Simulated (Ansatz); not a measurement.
Level of theory: DFT PBE, scalar-relativistic, plane waves, PAW, and for the lanthanide a 4f-in-core norm-conserving potential (Ansatz 0.2.0). All cells share a 690 eV cutoff and Γ-centred k meshes spaced at most about 0.3 Å⁻¹ (about 0.25 or finer for metals, 2π included). No spin polarisation in the final relaxations.

These are static total energies at zero pressure.

Two relaxed structures of K3TbTe2:

A.

```xyz
6
Lattice="6.7140 0.0000 0.0000 -3.3570 5.8145 0.0000 0.0000 0.0000 5.6333" Properties=species:S:1:pos:R:3 pbc="T T T"
K     3.3570    0.0000    2.8166
K     1.6785    2.9073    2.8166
K    -1.6785    2.9073    2.8166
Tb    0.0000    0.0000    0.0000
Te    0.0000    3.8764    0.0000
Te    3.3570    1.9382    0.0000
```

B.

```xyz
6
Lattice="4.7893 0.0000 0.0000 0.0000 4.7893 0.0000 0.0000 0.0000 11.1448" Properties=species:S:1:pos:R:3 pbc="T T T"
K     2.3946    2.3946    2.1360
K     2.3946    2.3946    5.5724
K     2.3946    2.3946    9.0088
Tb    0.0000    0.0000    0.0000
Te    0.0000    0.0000    3.0059
Te    0.0000    0.0000    8.1389
```

Question: Which is lower in energy, and by how much?

Answer: B is lower, by 284 meV/atom. A has space group P6/mmm (No. 191), 36.7 Å³/atom and no gap on its mesh; B has space group P4/mmm (No. 123), 42.6 Å³/atom and no gap. Counting Te atoms around K and Tb (those within 1.25 times the shortest such distance or 1.15 times the sum of covalent radii, 1.27 where that leaves under three; the shortest distance is added where it exceeds 1.18 times the sum of covalent radii; a slash parts the counts of unlike sites), A has K 4, Tb 6 and B has K 4/8 from 4.2 Å, Tb 2. The lower one is the more open, so pressure narrows the difference. Both come from invented guesses.

These runs have no spin–orbit coupling, which can matter for Te. Cells relaxed within their symmetry can be saddle points.

The lanthanide is trivalent by construction, without f bands, f moments or other valences.
